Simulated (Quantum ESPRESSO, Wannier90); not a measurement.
# SnS2 (P6₃mc), plane waves to Wannier functions

Materials Project entry mp-9984; symmetrised, unrelaxed at this level. Not found in the COD (Crystallography Open Database) copy used, which has the formula in other groups; not checked further. Level: PBEsol, spinors with spin-orbit coupling; pw.x of Quantum ESPRESSO at 58 Ry with PseudoDojo potentials, 4×4×4 k-points, Wannier90. Density: 12×12×4 mesh, cold smearing 0.01 Ry. The cell is built of weakly bound layers, chains or molecules, whose nearest atoms lie 3.88 Å apart. Database cells relaxed without dispersion often hold them too far apart, which can enlarge gaps and weakens couplings between them; spacing and stacking were not compared with the measured crystal.

On the energy scale of pw.x, whose zero is arbitrary, the valence-band maximum lies at 5.67 eV.

Input w.win:

```
num_bands = 8
num_wann = 8
exclude_bands = 9-94
spinors = true
num_iter = 800
conv_tol = 1.0e-6
conv_window = 4
write_hr = true
write_u_matrices = true
auto_projections = true
begin unit_cell_cart
ang
    3.6758497919    0.0000000000    0.0000000000
   -1.8379248960    3.1833793003    0.0000000000
    0.0000000000    0.0000000000   12.3389500000
end unit_cell_cart
begin atoms_frac
Sn   0.3333333333 -0.3333333333 -0.3749900000
Sn  -0.3333333333  0.3333333333  0.1250100000
S   -0.3333333333  0.3333333333 -0.2566000000
S    0.3333333333 -0.3333333333  0.2434000000
S    0.0000000000  0.0000000000  0.0065900000
S    0.0000000000  0.0000000000 -0.4934100000
end atoms_frac
mp_grid = 4 4 4
begin kpoints
0.0000000000 0.0000000000 0.0000000000
0.0000000000 0.0000000000 0.2500000000
0.0000000000 0.0000000000 0.5000000000
... (61 more lines: the 4x4x4 mesh through Gamma)
end kpoints
```

Input of pw2wannier90.x that gives the overlap and projection files (equivalent; here they were cut from one run over all bands):

```
&inputpp
  outdir = './out'
  prefix = 'pwscf'
  seedname = 'w'
  write_amn = .true.
  write_mmn = .true.
  scdm_proj = .true.
  scdm_entanglement = 'isolated'
/
```

Output w.wout (banner and timings cut):

```
                                    ------
                                    SYSTEM
                                    ------

                              Lattice Vectors (Ang)
                    a_1     3.675850   0.000000   0.000000
                    a_2    -1.837925   3.183379   0.000000
                    a_3     0.000000   0.000000  12.338950

                   Unit Cell Volume:     144.38576  (Ang^3)

                        Reciprocal-Space Vectors (Ang^-1)
                    b_1     1.709315   0.986873  -0.000000
                    b_2     0.000000   1.973747   0.000000
                    b_3     0.000000  -0.000000   0.509216

 *----------------------------------------------------------------------------*
 |   Site       Fractional Coordinate          Cartesian Coordinate (Ang)     |
 +----------------------------------------------------------------------------+
 | sn   1   0.33333  -0.33333  -0.37499   |    1.83792  -1.06113  -4.62698    |
 | sn   2  -0.33333   0.33333   0.12501   |   -1.83792   1.06113   1.54249    |
 | s    1  -0.33333   0.33333  -0.25660   |   -1.83792   1.06113  -3.16617    |
 | s    2   0.33333  -0.33333   0.24340   |    1.83792  -1.06113   3.00330    |
 | s    3   0.00000   0.00000   0.00659   |    0.00000   0.00000   0.08131    |
 | s    4   0.00000   0.00000  -0.49341   |    0.00000   0.00000  -6.08816    |
 *----------------------------------------------------------------------------*
                                ------------
                                K-POINT GRID
                                ------------

             Grid size =  4 x  4 x  4      Total points =   64

 *---------------------------------- MAIN ------------------------------------*
 |  Number of Wannier Functions               :                 8             |
 |  Number of Objective Wannier Functions     :                 8             |
 |  Number of input Bloch states              :                 8             |
 |  Output verbosity (1=low, 5=high)          :                 1             |
 |  Timing Level (1=low, 5=high)              :                 1             |
 |  Optimisation (0=memory, 3=speed)          :                 3             |
 |  Length Unit                               :               Ang             |
 |  Post-processing setup (write *.nnkp)      :                 F             |
 |  Using Gamma-only branch of algorithms     :                 F             |
 *----------------------------------------------------------------------------*
 *------------------------------- WANNIERISE ---------------------------------*
 |  Total number of iterations                :               800             |
 |  Number of CG steps before reset           :                 5             |
 |  Trial step length for line search         :             2.000             |
 |  Convergence tolerence                     :         0.100E-05             |
 |  Convergence window                        :                 4             |
 |  Iterations between writing output         :                 1             |
 |  Iterations between backing up to disk     :               100             |
 |  Write r^2_nm to file                      :                 F             |
 |  Write xyz WF centres to file              :                 F             |
 |  Write on-site energies <0n|H|0n> to file  :                 F             |
 |  Use guiding centre to control phases      :                 F             |
 |  Use phases for initial projections        :                 F             |
 *----------------------------------------------------------------------------*
 *-------------------------------- PLOTTING ----------------------------------*
 |  Plotting Hamiltonian in WF basis          :                 T             |
 *----------------------------------------------------------------------------*

 *---------------------------------- K-MESH ----------------------------------*
 +----------------------------------------------------------------------------+
 |                    Distance to Nearest-Neighbour Shells                    |
 |                    ------------------------------------                    |
 |          Shell             Distance (Ang^-1)          Multiplicity         |
 |          -----             -----------------          ------------         |
 |             1                   0.127304                      2            |
 |             2                   0.254608                      2            |
 |             3                   0.381912                      2            |
 |             4                   0.493437                      6            |
 |             5                   0.509216                      2            |
 |             6                   0.509594                     12            |
 |             7                   0.555252                     12            |
 |             8                   0.623968                     12            |
       ... (lines left out)
 +----------------------------------------------------------------------------+
 | The b-vectors are chosen automatically                                     |
 | The following shells are used:                       1,  4                 |
 +----------------------------------------------------------------------------+
 |                        Shell   # Nearest-Neighbours                        |
 |                        -----   --------------------                        |
 |                          1               2                                 |
 |                          2               6                                 |
 +----------------------------------------------------------------------------+
 | Completeness relation is fully satisfied [Eq. (B1), PRB 56, 12847 (1997)]  |
 +----------------------------------------------------------------------------+
 |                  b_k Vectors (Ang^-1) and Weights (Ang^2)                  |
 |                  ----------------------------------------                  |
 |            No.         b_k(x)      b_k(y)      b_k(z)        w_b           |
 |            ---        --------------------------------     --------        |
 |             1         0.000000    0.000000    0.127304    30.852237        |
 |             2         0.000000    0.000000   -0.127304    30.852237        |
 |             3         0.000000    0.493437    0.000000     1.369039        |
 |             4         0.427329    0.246718    0.000000     1.369039        |
 |             5         0.000000   -0.493437    0.000000     1.369039        |
 |             6         0.427329   -0.246718    0.000000     1.369039        |
 |             7        -0.427329   -0.246718    0.000000     1.369039        |
 |             8        -0.427329    0.246718    0.000000     1.369039        |
 +----------------------------------------------------------------------------+
 |                           b_k Directions (Ang^-1)                          |
 |                           -----------------------                          |
 |            No.           x           y           z                         |
 |            ---        --------------------------------                     |
 |             1         0.000000    0.000000    0.127304                     |
 |             2         0.000000    0.493437    0.000000                     |
 |             3         0.427329    0.246718    0.000000                     |
 |             4         0.427329   -0.246718    0.000000                     |
 +----------------------------------------------------------------------------+

 Starting a new Wannier90 calculation ...

 Reading overlaps from w.mmn

 Reading projections from w.amn

 *------------------------------- WANNIERISE ---------------------------------*
 +--------------------------------------------------------------------+<-- CONV
 | Iter  Delta Spread     RMS Gradient      Spread (Ang^2)            |<-- CONV
 +--------------------------------------------------------------------+<-- CONV

 ------------------------------------------------------------------------------
 Initial State
  WF centre and spread    1  (  1.837933, -1.061133, -4.626985 )     0.44083516
  WF centre and spread    2  ( -1.837923,  1.061117,  1.542490 )     0.44083516
  WF centre and spread    3  ( -1.837925,  1.061127,  1.542488 )     0.43501797
  WF centre and spread    4  (  1.837925, -1.061126, -4.626987 )     0.43501797
  WF centre and spread    5  (  1.837919, -1.061124, -4.626986 )     0.44067093
  WF centre and spread    6  ( -1.837924,  1.061133,  1.542489 )     0.44067093
  WF centre and spread    7  ( -1.837927,  1.061128,  1.542490 )     0.43790787
  WF centre and spread    8  (  1.837924, -1.061124, -4.626985 )     0.43790787
  Sum of centres and spreads (  0.000000, -0.000000,-12.337987 )     3.50886386

      0     0.351E+01     0.0000000000        3.5088638618  <-- CONV
        O_D=      0.0042028 O_OD=      0.0124318 O_TOT=      3.5088639 <-- SPRD
 ------------------------------------------------------------------------------
      1    -0.911E-02     0.0976170169        3.4997581906  <-- CONV
        O_D=      0.0010328 O_OD=      0.0064962 O_TOT=      3.4997582 <-- SPRD
      2    -0.295E-02     0.2050900105        3.4968093760  <-- CONV
        O_D=      0.0005278 O_OD=      0.0040523 O_TOT=      3.4968094 <-- SPRD
      3    -0.430E-03     0.0493967612        3.4963789503  <-- CONV
        O_D=      0.0004060 O_OD=      0.0037437 O_TOT=      3.4963790 <-- SPRD
      4    -0.658E-03     0.0465348643        3.4957208802  <-- CONV
        O_D=      0.0002152 O_OD=      0.0032764 O_TOT=      3.4957209 <-- SPRD
      5    -0.596E-03     0.0578537404        3.4951244124  <-- CONV
        O_D=      0.0000421 O_OD=      0.0028531 O_TOT=      3.4951244 <-- SPRD
       ... (lines left out)
     10    -0.300E-06     0.0010694613        3.4949830305  <-- CONV
        O_D=      0.0000361 O_OD=      0.0027177 O_TOT=      3.4949830 <-- SPRD
     11    -0.498E-07     0.0006359723        3.4949829807  <-- CONV
        O_D=      0.0000361 O_OD=      0.0027177 O_TOT=      3.4949830 <-- SPRD
     12    -0.590E-07     0.0004444000        3.4949829217  <-- CONV
        O_D=      0.0000360 O_OD=      0.0027177 O_TOT=      3.4949829 <-- SPRD
             <<<     Delta < 1.000E-06  over  4 iterations     >>>
             <<< Wannierisation convergence criteria satisfied >>>
 Final State
  WF centre and spread    1  (  1.837925, -1.061126, -4.626986 )     0.43782361
  WF centre and spread    2  ( -1.837925,  1.061127,  1.542489 )     0.43782361
  WF centre and spread    3  ( -1.837925,  1.061127,  1.542488 )     0.43471646
  WF centre and spread    4  (  1.837925, -1.061126, -4.626987 )     0.43471646
  WF centre and spread    5  (  1.837927, -1.061127, -4.626985 )     0.43789277
  WF centre and spread    6  ( -1.837925,  1.061125,  1.542490 )     0.43789277
  WF centre and spread    7  ( -1.837924,  1.061128,  1.542489 )     0.43705862
  WF centre and spread    8  (  1.837924, -1.061126, -4.626986 )     0.43705862
  Sum of centres and spreads (  0.000000, -0.000000,-12.337987 )     3.49498292

         Spreads (Ang^2)       Omega I      =     3.492229239
        ================       Omega D      =     0.000036033
                               Omega OD     =     0.002717650
    Final Spread (Ang^2)       Omega Total  =     3.494982922
```
